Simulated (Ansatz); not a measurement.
**Relaxing ytterbium (omega (AlB2-type))**

Theory: Ansatz 0.2.0, DFT, LDA (PW92), plane waves (420 eV) with PAW, scalar-relativistic. The PAW files were generated under PBE, with cores re-solved for the functional.

k-point mesh 6×6×8, Fermi-Dirac smearing 0.1 eV, no spin polarisation. Cell and atoms relax.

Starting structure:

```yaml
crystal:
  lattice:
    - [6.1559491183, 0.0, 0.0]
    - [-3.0779745591, 5.3312083209, 0.0]
    - [0.0, 0.0, 3.7735968095]
  atoms:
    - { symbol: Yb, position: [0.0, 0.0, 0.0] }
    - { symbol: Yb, position: [0.3333333333, 0.6666666667, 0.5] }
    - { symbol: Yb, position: [0.6666666667, 0.3333333333, 0.5] }
hamiltonian:
  xc: lda
  pseudopotentials:
    kind: paw
    azcp:
      Yb: "pseudopotentials/Yb.paw.azcp"
basis:
  ecutwfc: 420
  fft_grid_basis: typed
kpoints:
  mp_grid: { grid: [6, 6, 8], shift: [0, 0, 0] }
magnetization:
  spin_polarized: false
scf:
  occupations: { method: fermi_dirac, width: 0.1 }
relax:
  max_steps: 60
  f_tol: 0.01
  cell: {}
```

Q: What cell does the relaxation end in?

A: P6/mmm with a = 5.558 Å, c = 3.293 Å (c/a = 0.592); 29.37 Å³ per atom against 41.28 at the start (-28.9 %).

Q: How much energy does the relaxation gain?

A: 216.5 meV per atom.

Path of the relaxation (the plane waves are chosen anew near the end, which can shift the energy a little):

```tsv
step	E − E(final) (meV/atom)	V (Å³/atom)	P (GPa)	max force (eV/Å)
0	216.54	41.281	-4.28	0.000
1	93.58	36.398	-3.49	0.000
2	16.02	32.069	-1.81	0.000
3	1.87	28.405	1.01	0.000
4	-1.22	29.441	0.03	0.000
5	-1.21	29.474	0.00	0.000
6	0.03	29.474	-0.09	0.000
7	-0.03	29.369	0.00	0.000
8	0.00	29.369	0.00	0.000
```
